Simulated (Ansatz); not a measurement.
Consider the following.

Starting cell, BN (h-BN type, space group P6_3/mmc):

```
BN
1.0
    2.50059     0.00000     0.00000
   -1.25029     2.16557     0.00000
    0.00000     0.00000     6.52585
B N
2 2
Direct
  0.33333   0.66667   0.25000
  0.66667   0.33333   0.75000
  0.33333   0.66667   0.75000
  0.66667   0.33333   0.25000
```

In this cell atom 1 (B, nearest neighbour N at 1.444 Å; its periodic images, 2.5 Å or more away, move with it) is moved by s along Cartesian z, unit vector (0.000, 0.000, 1.000); all other atoms and the cell stay fixed.

Calculation: r2SCAN+rVV10 (plane waves to 500 eV, PAW, scalar-relativistic; Ansatz, a quantum-chemistry and plane-wave program). k mesh 12×12×4 (Γ-centred), Fermi-Dirac smearing 0.05 eV. The energy includes the smearing's −TS. BN was relaxed with its symmetry unable to fall. ΔE is measured from the undisplaced structure.

The scan covers s from -0.290 to 0.290 Å in 11 points.

Q: Is the energy the same for equal positive and negative displacements?

A: Even: the same for both signs. With its periodic images moving along, the atom's site symmetry in this cell is -6m2.

Q: What is the force constant k = d²E/ds² of this move at s = 0?

A: 14.1 eV/Å².

(For displaced atoms, the force is minus the slope of the energy, and its curvature is a force constant, which sets phonon frequencies.)
